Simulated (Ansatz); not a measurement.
## TiAl: zone-centre modes

All numbers below come from Ansatz 0.2.0, DFT PBE, scalar-relativistic, plane waves, PAW. Settings: 420 eV plane-wave cutoff, Γ-centred 20×20×14 mesh, Fermi-Dirac smearing of 0.15 eV. No spin polarisation. Phonons by linear response, acoustic sum rule imposed.

Equilibrium structure at this level:
```yaml
crystal:
  lattice:
    - [2.82535, 0.00000, 0.00000]
    - [0.00000, 2.82535, 0.00000]
    - [0.00000, 0.00000, 4.07642]
  atoms:
    - { symbol: Ti, position: [0.50000, 0.50000, 0.50000] }
    - { symbol: Al, position: [0.00000, 0.00000, 0.00000] }
```

The cell was relaxed from a distorted copy of a database structure. In a metal, frequencies depend on the k mesh and the smearing, soft modes most.

(1) Is this structure stable against zone-centre distortions?

(2) List the optical modes at Γ (i marks imaginary ones).

Results:

(1) Yes, at Γ: no optical mode is imaginary. Strains and other wave vectors aren't tested by this run.

(2)
```csv
frequency (cm⁻¹),degeneracy
260,2
302,1
```
